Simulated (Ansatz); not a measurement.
## Elastic constants of VRu at 3 GPa (stress–strain coefficients): input and output

Computed with Ansatz, DFT LDA, scalar-relativistic, plane waves, PAW.

Launched with:
```bash
ansatz run input.yaml --threads 1 --pin off --max-ram 3072MiB --backend cpu --events-out ev --progress --plain --runs-dir out
```

Input (bare energies are in eV):
```yaml
crystal:
  lattice:
    - [2.9413459093, 0.0, 0.0]
    - [0.0, 2.9413459093, 0.0]
    - [0.0, 0.0, 2.9413459093]
  atoms:
    - { symbol: V, position: [0.5, 0.5, 0.5] }
    - { symbol: Ru, position: [0.0, 0.0, 0.0] }
basis:
  ecutwfc: 420
kpoints:
  mp_grid: { grid: [14, 14, 14] }
hamiltonian:
  xc: lda
scf:
  occupations: { method: fermi_dirac, width: 0.15 }
output:
  forces: true
  stress: true
  eigenvalues: true
elastic:
  mode: relaxed_ion
  amplitude: 0.005
```

From the output:
```
--- Elastic constants: 2 strain directions × 4 members + reference (group order 48) ---
  dense FFT box of the reference and of every strained cell: 20×20×20
  strains applied: 11, 23; error gains: componentwise 1.00 (the most a stress slope's error grows in a printed constant), spectral 1.73 (1 for all six strains in a standard setting)
  C = ∂σ_k/∂η_j (tension-positive GPa; Voigt order 11 22 33 23 13 12):
       380.703    259.684    259.684     -0.000     -0.000     -0.000
       259.684    380.703    259.684     -0.000     -0.000     -0.000
       259.684    259.684    380.703     -0.000     -0.000     -0.000
        -0.000     -0.000     -0.000    112.602      0.000      0.000
         0.000      0.000     -0.000      0.000    112.602      0.000
         0.000     -0.000      0.000      0.000      0.000    112.602
  reference stress σ⁰ (GPa):     -2.992     -2.992     -2.992      0.000     -0.000      0.000
  C* (energy form; C + prestress term) asymmetry max|C*_kj − C*_jk| = 1.705e-13 GPa — a small one proves nothing (zero by symmetry where the batch's group is 432, −43m or m−3m); a large one is finite-difference/SCF noise where every solve ...
  moduli (Voigt/Reuss/Hill, GPa): K = 300.02/300.02/300.02   G = 91.77/83.76/87.76   E = 239.89   ν = 0.367
  mechanically stable: yes (min eigenvalue of sym C = 112.60 GPa)
  strain η (Voigt 11):  stress-route row diagonal C_11 = 380.70 GPa, energy-path curvature d²(F+E_count+ΔE)/dδ²/Ω₀ = 380.71 GPa
    cells at ±δ against ±2δ: C31 259.75 and 259.96 GPa, apart by 0.05 % of the column's largest entry
         δ    σ_11 (GPa) F (eV) n_scf n_hpsi n_pw
    -1.000e-2      -6.9707       -8619.2620031       9  116873    508   relax 0 steps, max|allowed force component| 2.96e-30 eV/Å
    -5.000e-3      -4.9382       -8619.2667249       5   86482    512   relax 0 steps, max|allowed force component| 3.75e-30 eV/Å
     5.000e-3      -1.1313       -8619.2714978       5   87475    514   relax 0 steps, max|allowed force component| 3.16e-30 eV/Å
     1.000e-2       0.6424       -8619.2716849       8   92291    516   relax 0 steps, max|allowed force component| 8.05e-29 eV/Å
  strain η (Voigt 23):  stress-route row diagonal C_44 = 112.60 GPa, energy-path curvature d²(F+E_count+ΔE)/dδ²/Ω₀ = 114.11 GPa
    cells at ±δ against ±2δ: C44 112.61 and 112.64 GPa, apart by 0.02 % of the column's largest entry
         δ    σ_23 (GPa) F (eV) n_scf n_hpsi n_pw
    -1.000e-2      -1.1264       -8619.2689612       8  164971    512   relax 0 steps, max|allowed force component| 1.26e-29 eV/Å
    -5.000e-3      -0.5631       -8619.2696406       4  123732    514   relax 0 steps, max|allowed force component| 6.71e-30 eV/Å
     5.000e-3       0.5631       -8619.2696406       4  122584    514   relax 0 steps, max|allowed force component| 5.92e-30 eV/Å
     1.000e-2       1.1264       -8619.2689612       7  139885    512   relax 0 steps, max|allowed force component| 6.71e-30 eV/Å
```

It took 82 s on 1 thread of Arm Neoverse V1 (shared host), peak memory 0.49 GiB.

In a metal, frequencies and elastic constants depend on the k mesh and the smearing, soft modes and shear constants most.